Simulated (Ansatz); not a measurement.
A geometry of Al away from equilibrium: the start of the relaxation of a relaxed Al cell displaced along its unstable phonon at q = (½, ½, 0) of its primitive reciprocal cell (96i cm⁻¹), largest move 0.15 Å. The numbers are results of PBEsol (plane waves to 420 eV, PAW, scalar-relativistic; Ansatz, a program for electronic structure), not measurements. Γ-centred k-mesh 15×15×15 on the run's cell (coarser than for final values), Fermi–Dirac smearing 0.05 eV.

```xyz
2
Lattice="-3.4626 3.4626 2.7836 0.0000 0.0000 2.7836 1.7313 1.7313 -1.3918" Properties=species:S:1:pos:R:3 pbc="T T T"
Al    -0.1061    -0.1061     1.3918
Al    -1.6252     1.8374     2.7836
```

Task: Which atoms carry the largest force, and which way does it point?

Result: 0.11 eV/Å, on Al1, Al2 (atoms numbered as listed); on Al1 its components are (-0.08, -0.08, 0.00).

Task: What is the pressure?

Result: -0.3 GPa, compression positive.

Task: How much energy per atom can still be gained by relaxing?

Result: 0.03 eV/atom; the path ends in P6₃/mmc (No. 194) (hcp (Mg type)).

No spin polarisation in the result.

The run could not lose the symmetry of its start, so the end can be a saddle point.

The end of the path is a generated cell of Al: the first start was made by placing the elements on the sites of a structure type, and the end was not matched to a known phase here, so it may be hypothetical. Known forms of Al include space group No. 225.
